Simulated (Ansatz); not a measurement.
A geometry of Be away from equilibrium: step 4 of the relaxation of a relaxed Be cell with every coordinate shifted by Gaussian noise of σ = 0.45 Å. These are PBEsol (plane waves to 420 eV, PAW, scalar-relativistic; Ansatz, a quantum-chemistry and plane-wave program) values and carry that method's errors. Γ-centred k-mesh 16×16×9 on the run's cell (coarser than for final values), Fermi–Dirac smearing 0.05 eV.

```xyz
2
Lattice="2.2321 -0.0002 0.0007 -1.1163 1.9879 -0.0115 0.0011 -0.0203 3.4850" Properties=species:S:1:pos:R:3:forces:R:3 pbc="T T T" free_energy=-180.598 pressure_GPa=2.9
Be     0.0139     0.4434     2.4847    0.0009    0.9579   -0.0113
Be     1.1300     1.3343     0.7316   -0.0009   -0.9579    0.0113
```

Positions in Å, forces in eV/Å, free energy of the cell in eV (comparable only within this code, potentials and settings). Largest force: 0.96 eV/Å, on Be1, Be2 (atoms numbered as listed); the geometry lies 0.05 eV/atom above the end of its relaxation.

No spin polarisation in the result.

The run could not lose the symmetry of its start.
